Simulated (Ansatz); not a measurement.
The relaxed structure here is a generated cell of Ru: the first start was made by a random draw of sites in a space group, and the end was not matched to a known phase here, so it may be hypothetical. Known forms of Ru include space group No. 194.

A relaxed cell of Ru (P6/mmm (No. 191)), relaxed on a k-mesh at least as fine as the one used below. Computed with PBEsol (plane waves to 420 eV, PAW, scalar-relativistic; Ansatz, a quantum-chemistry and plane-wave program). Γ-centred k-mesh 14×14×4 on the run's cell (coarser than for final values), Fermi–Dirac smearing 0.05 eV.

```yaml
crystal:
  lattice:
    - [2.61759, 0.00000, 0.00000]
    - [-1.30880, 2.26690, 0.00000]
    - [0.00000, 0.00000, 10.10435]
  atoms:
    - { symbol: Ru, position: [0.00000, 0.00000, 0.11199] }
    - { symbol: Ru, position: [0.00000, 0.00000, 0.61199] }
    - { symbol: Ru, position: [0.00000, 0.00000, 0.38801] }
    - { symbol: Ru, position: [0.00000, 0.00000, 0.88801] }
```

The atoms are displaced by (Å):

| atom | ux | uy | uz |
|---|---|---|---|
| Ru1 | 0.196 | 0.135 | 0.080 |
| Ru2 | 0.113 | -0.081 | -0.024 |
| Ru3 | -0.039 | -0.001 | -0.017 |
| Ru4 | -0.064 | -0.060 | 0.041 |

Problem. What forces (eV/Å) and pressure result?

Solution. 
| atom | Fx | Fy | Fz |
|---|---|---|---|
| Ru1 | -0.05 | -0.14 | -0.22 |
| Ru2 | -0.02 | 0.17 | 0.41 |
| Ru3 | -0.10 | -0.33 | -0.24 |
| Ru4 | 0.17 | 0.30 | 0.04 |

Pressure -1.1 GPa.

The undisplaced cell is probably no minimum: from this displacement the run went on to R-3m (No. 166), 0.83 eV/atom below it.

No spin polarisation in the result.
